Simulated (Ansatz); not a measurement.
SrMgF₄:
```
CELL_PARAMETERS angstrom
      1.96478    -7.24050     0.00000
      1.96478     7.24050     0.00000
      0.00000     0.00000     5.60540
ATOMIC_POSITIONS crystal
  Sr 0.34022 0.65978 0.03930
  Sr 0.65978 0.34022 0.53930
  Mg 0.91603 0.08397 0.59491
  Mg 0.08397 0.91603 0.09491
  F  0.83860 0.16140 0.30822
  F  0.16140 0.83860 0.80822
  F  0.03525 0.96475 0.43369
  F  0.96475 0.03525 0.93369
  F  0.79788 0.20212 0.78724
  F  0.20212 0.79788 0.28724
  F  0.41421 0.58579 0.61964
  F  0.58579 0.41421 0.11964
```

Plane-wave PAW PBEsol (Ansatz code) gives a gap of 6.80 eV without spin–orbit coupling, maximum on the S–R line, 48 % of the way from S, minimum at Γ.

What happens when spin–orbit coupling is switched on?

The gap is nearly the same, to 6.80 eV; maximum on the S–R line, 50 % of the way from S, minimum at Γ.

Space group Cmc2_1. The first step of the workflow began from a Materials Project structure, measured or hypothetical; the Crystallography Open Database files this formula in space group No. 36, but the cells were not matched. Its standing as an ambient phase is unchecked. Symmetry was held in the PBEsol relaxation; of distortions, only those at the zone centre were tested.

Potentials: the later of the program's two PAW sets.
